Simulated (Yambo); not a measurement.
MgTiF6 (space group R-3, No. 148), G0W0@LDA (Yambo, plasmon pole, terminator in G, 2×2×2 mesh): gap Γ → F in eV by bands and screening block.

| bands (W and G) | 2 Ry | 3 Ry | 4 Ry | 6 Ry | 7 Ry |
|---|---|---|---|---|---|
| 51 | 11.86 | 10.72 | 10.21 | 9.93 | 9.86 |
| 71 | … | 10.49 | … | 9.71 | 9.63 |
| 97 | 11.56 | 10.42 | 9.90 | 9.64 | 9.56 |
| 130 | 11.57 | 10.42 | 9.88 | 9.62 | 9.56 |
| 163 | 11.54 | 10.46 | 9.88 | … | 9.54 |

**Question.** Estimate the withheld gaps from their neighbours; the computed values follow.

**Answer.** 
- 71, 2 Ry: 11.67
- 71, 4 Ry: 9.98
- 163, 6 Ry: 9.61

The largest settings aren't shown to be the converged limit.

Geometry of the Materials Project entry, not relaxed at this level; primitive cell a = b = c = 5.369 Å, α = β = γ = 58.13°.

The structure is a Materials Project entry; no match was found in the copy of COD used, and its stability was not checked.
